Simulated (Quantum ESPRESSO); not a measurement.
Quadrupole interaction in CsSnBr3

```xyz
5
Lattice="5.8390 0.0000 0.0000 0.0000 5.8390 0.0000 0.0000 0.0000 5.8390" Properties=species:S:1:pos:R:3 pbc="T T T"
Cs     0.0000     0.0000     0.0000
Sn     2.9195     2.9195     2.9195
Br     2.9195     0.0000     2.9195
Br     0.0000     2.9195     2.9195
Br     2.9195     2.9195     0.0000
```
The geometry is a computed Materials Project entry, not a measured one. It is CsSnBr3 in Pm-3m; whether this form has been observed was not checked. Stability against distortions was not tested.

Computed: field gradients by the PAW reconstruction of the field gradient on a scalar-relativistic PBE ground state (a modified build of Quantum ESPRESSO, JTH datasets), 20 Ha, k-mesh 4×4×4 through Γ.

```tsv
site	site symmetry	Vzz (10²¹ V/m²)	η_Q	∣C_Q∣ (MHz)
Cs (atom 1)	m-3m	0	–	0 (¹³³Cs)
Sn (atom 2)	m-3m	0	–	–
Br (atoms 3, 4, 5)	4/mmm	21.95	0.00	166 (⁷⁹Br)
```

Quadrupole moments taken as inputs (sizes, barn, from the tables of PySCF and pymatgen): ¹³³Cs 0.00343, ⁷⁹Br 0.313.

Convention: |Vzz| is the largest principal value, η_Q = (Vxx − Vyy)/Vzz, |C_Q| = |eQVzz/h|. Cores are frozen. Against all-electron runs on small test molecules, this scheme's |Vzz| missed by −5 % on Br.
